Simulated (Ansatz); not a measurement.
Al₂O₃:
```yaml
crystal:
  lattice:
    - [2.40433, 1.38814, 4.37457]
    - [-2.40433, 1.38814, 4.37457]
    - [0.00000, -2.77629, 4.37457]
  atoms:
    - { symbol: Al, position: [0.35214, 0.35214, 0.35214] }
    - { symbol: Al, position: [0.14786, 0.14786, 0.14786] }
    - { symbol: Al, position: [0.64786, 0.64786, 0.64786] }
    - { symbol: Al, position: [0.85214, 0.85214, 0.85214] }
    - { symbol: O, position: [0.55617, 0.94383, 0.25000] }
    - { symbol: O, position: [0.25000, 0.55617, 0.94383] }
    - { symbol: O, position: [0.94383, 0.25000, 0.55617] }
    - { symbol: O, position: [0.44383, 0.05617, 0.75000] }
    - { symbol: O, position: [0.75000, 0.44383, 0.05617] }
    - { symbol: O, position: [0.05617, 0.75000, 0.44383] }
```

Cartesian axes are those of the cell as given.

### Question
Give the high-frequency dielectric tensor and the Born effective charge tensors of the independent atoms from DFPT, PBE in the plane-wave PAW code Ansatz.

### Answer

ε∞:
```
3.29  0.00  0.00
0.00  3.29  0.00
0.00  0.00  3.25
```
Z* of atom 1 (Al), rows: field, columns: displacement, in e:
```
 3.00  -0.04   0.00
 0.04   3.00   0.00
 0.00   0.00   2.97
```
Z* of atom 5 (O), rows: field, columns: displacement, in e:
```
-2.10   0.00   0.00
 0.00  -1.90   0.28
 0.00   0.37  -1.98
```

Static charges for comparison (Bader): Al1 +2.55, O5 -1.70 e. Born charges measure polarisation by displacement and can exceed these by far.

Space group R-3c (corundum). The cell was relaxed with PBE under the symmetry of its start.

Potentials: the later of the program's two PAW sets.
